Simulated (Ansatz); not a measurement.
RbBr:
```
RbBr
1.0
    0.00000     3.46297     3.46297
    3.46297     0.00000     3.46297
    3.46297     3.46297     0.00000
Rb Br
1 1
Direct
  0.00000   0.00000   0.00000
  0.50000   0.50000   0.50000
```

Relaxed with r²SCAN.

Problem. Give the Bader charges and basin volumes of the independent atoms, DFT-r²SCAN in the program Ansatz with PAW potentials.

Solution. 

| atom | Bader charge (e) | Bader volume (Å³) |
|---|---|---|
| Rb1 | +0.85 | 30.3 |
| Br2 | -0.85 | 50.0 |

Space group Fm-3m (rock salt). The cell was relaxed with r²SCAN under the symmetry of its start.

Potentials: the later of the program's two PAW sets.
